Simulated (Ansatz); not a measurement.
The following input was run with Ansatz 0.2.0.

```yaml
crystal:
  lattice:
    - [-3.8796, 3.8796, 5.65395]
    - [3.8796, -3.8796, 5.65395]
    - [3.8796, 3.8796, -5.65395]
  atoms:
    - { symbol: Cs, position: [0.75, 0.25, 0.5] }
    - { symbol: Cs, position: [0.25, 0.75, 0.5] }
    - { symbol: Au, position: [0.0, 0.0, 0.0] }
    - { symbol: Au, position: [0.5, 0.5, 0.0] }
    - { symbol: Br, position: [0.222, 0.222, 0.444] }
    - { symbol: Br, position: [0.222, 0.778, 0.0] }
    - { symbol: Br, position: [0.778, 0.778, 0.556] }
    - { symbol: Br, position: [0.778, 0.222, 0.0] }
    - { symbol: Br, position: [0.7122, 0.7122, 0.0] }
    - { symbol: Br, position: [0.2878, 0.2878, 0.0] }
basis:
  ecutwfc: 500
kpoints:
  mp_grid: { grid: [6, 6, 6] }
hamiltonian:
  xc: r2scan
scf:
  occupations: { method: gaussian, width: 0.02 }
output:
  forces: true
  stress: true
  eigenvalues: true
relax:
  adjacent_minimum: "off"
  f_tol: 0.01
  max_steps: 40
```

Command:
```bash
ansatz run input.yaml --threads 2 --pin off --max-ram 5120MiB --backend cpu --events-out ev --progress --plain --runs-dir out
```

Computed with Ansatz 0.2.0, DFT r2SCAN, scalar-relativistic, plane waves, PAW.

Part of what the program printed, abridged (final results; tables in files aren't shown):

```
SCF 5 converged in 2 iterations: F = -54466.455757 eV  dr2 = 3.21e-9
SCF converged after 2 iterations
Free energy (F): -54466.455757 eV
Harris-Foulkes:  -54466.455757 eV  (|F-HF|=9.75e-10)
Internal energy: -54466.455757 eV  (E = F + TS)
E sigma→0 (E₀):  -54466.455757 eV
Fermi energy:    4.421183 eV
--- Per-component energies (eV) ---
  E_band       = -1211.562467
  E_kinetic    = 2296.309754
  E_local      = -9593.059663  (includes V_loc(G=0)·N_el)
  E_nonlocal   = 630.064831
  E_hartree    = 3896.948784
  E_xc         = -2263.725529
  E_vxc        = -1573.907032  (∫ρ·V_xc dr)
  E_paw        = -43270.987451  (= ΣΔE_a)
  E_vpaw       = -854.969685  (= ΣTr[D̂ρ^β])
  E_aug_tail   = 0.001581  (compensation charges beyond the density's cutoff)
  E_vtau       = 90.101549  (kinetic-family band-sum trace: ∫τ·v_τ [+ j·A + Jᵃ·Aᵃ] dr)
  E_ewald      = -6160.806014
  E_core_change = -1.202051  (= ΣΔE_core)
  E_smearing   =  0.000000  (= −TS)
--- Forces (eV/Å), atoms counted from 1 ---
  atom   1  Cs     0.00000000     0.00000000     0.00000000
  atom   2  Cs     0.00000000     0.00000000     0.00000000
  atom   3  Au     0.00000000     0.00000000     0.00000000
  atom   4  Au     0.00000000     0.00000000     0.00000000
  atom   5  Br     0.00006821     0.00006821     0.00000000
  atom   6  Br    -0.00006821     0.00006821     0.00000000
  atom   7  Br    -0.00006821    -0.00006821     0.00000000
  atom   8  Br     0.00006821    -0.00006821     0.00000000
  atom   9  Br     0.00000000     0.00000000     0.00082251
  atom  10  Br     0.00000000     0.00000000    -0.00082251
--- Stress (GPa, compression-positive) ---
        0.302355       0.000000       0.000000
        0.000000       0.302355       0.000000
        0.000000       0.000000       0.594651
  P = ⅓ Tr σ = 0.3998 GPa (3.998 kbar)
--- Band table (eV; the first three rows and the last of 30) ---
  k-point 0: bands = ["-103.2921", "-102.0830", "-54.3215", "-54.3215", "-53.7654", "-53.2103", "-52.8488", "-52.8488", "-16.8115", "-16.8027", "-11.0396", "-10.5165", "-10.5165", "-10.4694", "-10.4506", "-10.2983", "-3.3919", "-3.3919", "-3.3850", "-3.3092", "-3.2949", "-3.2949", "-1.9182", "-1.5714", "-1.0879", "-0.6886", "-0.0420", "-0.0420", "0.5625", "0.5625", "0.6309", "0.6309", "0.8252", "1.1227", "1.3860", "1.5386", "2.4106", "2.4106", "2.4150", "2.5684", "2.6177", "2.7661", "2.7661", "2.8016", "2.8016", "3.2265", "3.3867", "3.3867", "3.5322", "5.6649", "6.9874", "9.0276", "9.4201", "9.4850", "9.5029", "9.6681", "9.6681", "10.4544", "10.8460"]
  k-point 1: bands = ["-103.2921", "-102.0830", "-54.3215", "-54.3215", "-53.7654", "-53.2103", "-52.8488", "-52.8488", "-16.8105", "-16.8033", "-11.0110", "-10.5785", "-10.5188", "-10.4774", "-10.4180", "-10.3007", "-3.3733", "-3.3667", "-3.3561", "-3.3018", "-3.2897", "-3.2873", "-1.7996", "-1.5382", "-1.0939", "-0.6830", "-0.0694", "-0.0046", "0.1600", "0.5358", "0.5868", "0.6231", "0.8921", "1.1800", "1.3611", "1.7451", "2.3599", "2.4129", "2.4489", "2.4858", "2.5174", "2.5816", "2.7532", "2.7742", "2.7987", "3.1161", "3.3051", "3.3771", "3.9061", "5.3248", "7.1066", "9.3046", "9.5845", "9.7020", "9.7561", "9.9324", "10.0676", "10.7091", "10.7787"]
  k-point 2: bands = ["-103.2921", "-102.0830", "-54.3215", "-54.3215", "-53.7654", "-53.2103", "-52.8488", "-52.8488", "-16.8085", "-16.8045", "-10.9536", "-10.6468", "-10.5234", "-10.5015", "-10.3983", "-10.3055", "-3.3348", "-3.3286", "-3.2878", "-3.2813", "-3.2790", "-3.2731", "-1.7523", "-1.4863", "-1.1127", "-0.6745", "-0.1300", "0.0511", "0.2314", "0.4687", "0.6084", "0.6525", "0.9453", "1.1938", "1.3368", "1.8367", "2.2385", "2.2484", "2.2623", "2.3205", "2.4870", "2.5795", "2.6597", "2.7332", "2.8422", "3.0137", "3.1475", "3.1904", "3.3603", "5.5846", "7.8164", "9.8509", "10.1440", "10.2070", "10.3388", "10.4090", "10.5671", "10.9012", "10.9739"]
  k-point 29: bands = ["-103.2921", "-102.0830", "-54.3215", "-54.3215", "-53.7654", "-53.2103", "-52.8488", "-52.8488", "-16.8084", "-16.8044", "-10.9861", "-10.5305", "-10.5236", "-10.5236", "-10.4668", "-10.3020", "-3.3216", "-3.3216", "-3.2732", "-3.2716", "-3.2716", "-3.2521", "-1.7448", "-1.5715", "-1.1597", "-0.7898", "0.0330", "0.0330", "0.5150", "0.5150", "0.6154", "0.6154", "1.2022", "1.3286", "1.3754", "1.5381", "1.7299", "2.2612", "2.2957", "2.2957", "2.4527", "2.5868", "2.5868", "2.6875", "2.7976", "2.7976", "3.2131", "3.2431", "3.2431", "5.6592", "8.5486", "10.0710", "10.1943", "10.5393", "10.7515", "10.7515", "10.9994", "11.0720", "11.1427"]
--- Relaxed structure (4 steps of the walk, 4 accepted, 0 SCFs on fresh bases) ---
  F+E_penalty+E_count = -54466.45575712 eV   max|allowed force component| = 8.884e-4 eV/Å
  atoms:
    - { symbol: Cs, position: [0.75, 0.25, 0.5] }
    - { symbol: Cs, position: [0.25, 0.75, 0.5] }
    - { symbol: Au, position: [0.0, 0.0, 0.0] }
    - { symbol: Au, position: [0.5, 0.5, 0.0] }
    - { symbol: Br, position: [0.22726503, 0.22726503, 0.45453006] }
    - { symbol: Br, position: [0.22726503, 0.77273496, 0.0] }
    - { symbol: Br, position: [0.77273496, 0.77273496, 0.54546993] }
    - { symbol: Br, position: [0.77273496, 0.22726503, 0.0] }
    - { symbol: Br, position: [0.71577597, 0.71577597, 0.0] }
    - { symbol: Br, position: [0.28422402, 0.28422402, 0.0] }
```

The relaxation met its thresholds.

The run took 2.9 min on 2 threads of Arm Neoverse V1, with other jobs on the host, peak memory 1.8 GiB.

Spin–orbit coupling is left out, which can shift energies with elements as heavy as these.